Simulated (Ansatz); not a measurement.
Given:

GeP3:
```cif
data_Ge6P18
_chemical_formula_sum 'Ge6 P18'
_space_group_name_H-M_alt 'R-3m :H'
_space_group_IT_number 166
_space_group_name_Hall '-R 3 2"'
_cell_length_a 6.99711
_cell_length_b 6.99711
_cell_length_c 9.47536
_cell_angle_alpha 90.000
_cell_angle_beta 90.000
_cell_angle_gamma 120.000
loop_
_atom_site_label
_atom_site_type_symbol
_atom_site_symmetry_multiplicity
_atom_site_Wyckoff_symbol
_atom_site_fract_x
_atom_site_fract_y
_atom_site_fract_z
_atom_site_occupancy
Ge1 Ge 6 c 0.00000 0.00000 0.26285 1
P1 P 18 h 0.15886 0.31771 0.05878 1
```
(The calculation used a cell of 8 atoms; values per cell refer to that cell.)

This is the LDA-relaxed structure.

Task: All from LDA in the plane-wave PAW code Ansatz, unless another level is named. Give the electronic character.

Result: metallic (no gap).

Task: Next, the formation energy from the elements (no fitted shifts)?

Result: -0.054 eV/atom.

Task: Give the density of states at the Fermi level.

Result: 0.25 states/eV per atom (mean over ±0.08 eV).

Task: And the gap with spin–orbit coupling?

Result: none (metallic).

The workflow started from an entry of the Crystallography Open Database (COD). Its standing as an ambient phase is unchecked. Symmetry was held in the LDA relaxation; whether a distortion lowers the energy is not shown. A crystal of weakly bound layers computed without a dispersion correction: the cell and the soft elastic constants depend strongly on that. The references are the lowest solids computed at this level, not always the standard phases. Spin–orbit coupling is left out wherever it is not named.

Potentials: the later of the program's two PAW sets.
